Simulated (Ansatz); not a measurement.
## GdBi in the CsCl-type structure

Level of theory: DFT, PBEsol, scalar-relativistic, collinear spin; plane waves to 420 eV with PAW datasets (Ansatz 0.2.0), Γ-centred 8×8×8 mesh, 0.05 eV Gaussian smearing; PAW files: Ansatz's generated set soft_2.

```yaml
crystal:
  lattice:
    - [3.85297, 0.00000, 0.00000]
    - [0.00000, 3.85297, 0.00000]
    - [0.00000, 0.00000, 3.85297]
  atoms:
    - { symbol: Gd, position: [0.00000, 0.00000, 0.00000] }
    - { symbol: Bi, position: [0.50000, 0.50000, 0.50000] }
```

This is a trial structure: such lanthanide and actinide compounds mostly take the rock-salt structure.

Magnetic state: ferromagnetic, site spin moments Gd 7.08; Bi -0.07 μB.

The cell above was scaled in volume, its shape and atoms being fixed by the lattice's symmetry. Energies are counted from the cell above.

The cell is relaxed to zero pressure at this level.

```
V (Å³/atom)  ΔE (meV/atom)  P (GPa)  largest moment (μB)
      27.46            8.4      2.5                 7.10
      28.03            2.0      1.2                 7.09
      28.60            0.0      0.0                 7.08
      29.17            2.0     -1.1                 7.08
      29.74              ?        ?                    ?
```

(1) Fill in the withheld row.

(2) What do the points give for the equilibrium volume, the bulk modulus and its pressure derivative (third-order Birch–Murnaghan)?

Answers:

(1) ΔE (meV/atom): 7.4, P (GPa): -2.0, largest moment (μB): 7.07.

(2) V0 = 28.59 Å³/atom, B0 = 55 GPa, B0′ = 4.7.

B0·V0 = 55.4 GPa × 28.59 Å³ = 9.88 eV/atom sets the scale: near the minimum ΔE ≈ ½ B0 V0 x², with x = V/V0 − 1, and a pressure of 0.6 GPa squeezes the volume by about 1 %. At the ends of the curve: x = −4.0 % predicts 7.8 meV/atom and the run gives 8.4; x = +4.0 % predicts 8.0 meV/atom and the run gives 7.4. Compression costs more and expansion less than the parabola says, since the crystal stiffens as it shrinks; B0′ measures that.

Without a U the 4f levels of Gd lie too near the Fermi level, so their share of the states there, and what hangs on it, is overstated. Spin–orbit coupling, which matters for such heavy elements, is left out. The run wasn't fully tested for a lower electronic state. Site moments are of spin, integrated over atomic spheres. Only parallel moments were tried, so the real magnetic order may be another. The run is a metal.
